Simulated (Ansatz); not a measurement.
GaN:
```yaml
crystal:
  lattice:
    - [2.69871, 0.00000, 0.00000]
    - [0.00000, 2.69871, 0.00000]
    - [0.00000, 0.00000, 2.69871]
  atoms:
    - { symbol: Ga, position: [0.00000, 0.00000, 0.00000] }
    - { symbol: N, position: [0.50000, 0.50000, 0.50000] }
```

Relaxed with r²SCAN. Special points in fractions of this cell's reciprocal vectors: Γ (0.000, 0.000, 0.000); X (0.000, 0.500, 0.000); M (0.500, 0.500, 0.000); R (0.500, 0.500, 0.500).

Problem. List the band energies nearest the Fermi level at these points for r²SCAN (plane waves, PAW; program Ansatz).

Solution. In eV from the Fermi level; about four levels below and three above (degenerate sets whole), none deeper than 8.9 eV; … stands for higher levels left out; points with the same levels are listed once.

```json
[
 {"k": "Γ", "below": "-1.50 -1.50 -1.50 -1.39", "above": "…"},
 {"k": "X", "below": "–", "above": "0.02 0.02 4.10"},
 {"k": "M", "below": "-6.76 -6.76 -2.41", "above": "0.45 …"},
 {"k": "R", "below": "-3.35 -3.35 -3.35", "above": "…"}
]
```

Space group Pm-3m (CsCl type). A made-up cell: these elements were put on the sites of a structure type; neither database checked (COD, Materials Project) lists it. It is not the phase usual at ambient conditions (space group No. 186, 216). The r²SCAN relaxation kept the symmetry of its start. At this level the phase is mechanically unstable. Spin–orbit coupling is left out wherever it is not named.

Potentials: the later of the program's two PAW sets.
